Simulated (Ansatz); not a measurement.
# NbTe (zincblende structure)

Computed with Ansatz (plane waves, PAW, 420 eV cutoff): PBEsol, scalar-relativistic, collinear spin, 8×8×8 k-mesh, Gaussian smearing of 0.05 eV; PAW files: Ansatz's generated set soft_2.

```
Nb Te
1.0
     0.00000    3.13428    3.13428
     3.13428    0.00000    3.13428
     3.13428    3.13428    0.00000
Nb Te
1 1
Direct
  0.00000 0.00000 0.00000
  0.25000 0.25000 0.25000
```

The structure was built from a prototype; whether the compound forms in it isn't claimed.

Magnetic state: ferromagnetic, site spin moments Nb 1.36 μB.

Q: Which orbitals carry the states at the Fermi level, and how many states are there?

A: Within 0.1 eV of it: Nb 4d 86 %, Te 5p 10 % (shares among the projected shells). The Fermi level sits on a steep edge: the density of states is 2.6, 1.8 and 1.3 states/eV per cell at −0.1, 0 and +0.1 eV.

Density of states (tetrahedra, averaged over 0.4 eV; states/eV per cell of 2 atoms; energy in eV from the Fermi level):

```json
{"E (eV)": "-5.25", "DOS": "0.16"}
{"E (eV)": "-4.85", "DOS": "1.81"}
{"E (eV)": "-4.45", "DOS": "2.47"}
{"E (eV)": "-4.05", "DOS": "1.84"}
{"E (eV)": "-3.65", "DOS": "3.96"}
{"E (eV)": "-3.25", "DOS": "4.00"}
{"E (eV)": "-2.85", "DOS": "0.77"}
{"E (eV)": "-2.45", "DOS": "0.00"}
{"E (eV)": "-2.05", "DOS": "0.00"}
{"E (eV)": "-1.65", "DOS": "0.00"}
{"E (eV)": "-1.25", "DOS": "1.03"}
{"E (eV)": "-0.85", "DOS": "1.42"}
{"E (eV)": "-0.45", "DOS": "3.34"}
{"E (eV)": "-0.05", "DOS": "2.24"}
{"E (eV)": "0.35", "DOS": "1.45"}
{"E (eV)": "0.75", "DOS": "2.81"}
{"E (eV)": "1.15", "DOS": "3.39"}
{"E (eV)": "1.55", "DOS": "1.82"}
{"E (eV)": "1.95", "DOS": "2.30"}
{"E (eV)": "2.35", "DOS": "1.93"}
{"E (eV)": "2.75", "DOS": "1.70"}
{"E (eV)": "3.15", "DOS": "1.02"}
{"E (eV)": "3.55", "DOS": "1.09"}
{"E (eV)": "3.95", "DOS": "0.91"}
{"E (eV)": "4.35", "DOS": "1.05"}
{"E (eV)": "4.75", "DOS": "0.87"}
{"E (eV)": "5.15", "DOS": "0.97"}
{"E (eV)": "5.55", "DOS": "1.44"}
{"E (eV)": "5.95", "DOS": "1.87"}
```

 Scalar-relativistic only: spin–orbit splittings of the heavy atoms' levels are missing. Site moments are of spin, integrated over atomic spheres. Only parallel moments were tried, so the real magnetic order may be another.
